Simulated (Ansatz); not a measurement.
A relaxed cell of Hf2WS2 is given with its symmetry left out. The cell was found from a structure generator's guess, not taken from experiment.

All numbers below come from DFT PBE, scalar-relativistic, plane waves, PAW (Ansatz 0.2.0). Cutoff 420 eV, Γ-centred mesh, Gaussian smearing, no spin polarisation.

```
Hf W S
1.0
     3.38421    0.00000    0.00000
    -1.69210    2.93081    0.00000
     0.00000    0.00000   11.62067
Hf W S
2 1 2
Direct
  0.00000 0.00000 0.28072
  0.00000 0.00000 0.71928
  0.00000 0.00000 0.50000
  0.33333 0.66667 0.15241
  0.66667 0.33333 0.84759
```

Formation energies are uncorrected and refer to the elements' standard structures at the same level.

Task: What space group does it have?

Result: P-3m1 (No. 164). Conventional cell: a = 3.384 Å, c = 11.621 Å. Hf has 3 S at 2.46 Å and 1 W at 2.55 Å; W has 2 Hf at 2.55 Å; around S lie 3 Hf at 2.46 Å.

Task: What is its formation energy per atom?

Result: −0.14 eV/atom.

Task: Is it a metal?

Result: Yes, bands cross the Fermi level on the 12×12×4 mesh.

The last run used a 12×12×4 mesh (in the run's order of axes) for its 5-atom cell and Gaussian smearing of 0.10 eV. No dispersion correction is applied, so the spacing and binding between layers, chains or molecules are poorly described. Spin–orbit coupling, which can matter for Hf and W, is left out. The reference form of S is held partly by dispersion forces, which this level lacks. A structure relaxed within its symmetry needn't be a true minimum. Another cell of Hf2WS2 relaxed alike, in I4/mmm, lies 0.82 eV/atom lower, so this cell isn't the stable form at this level.
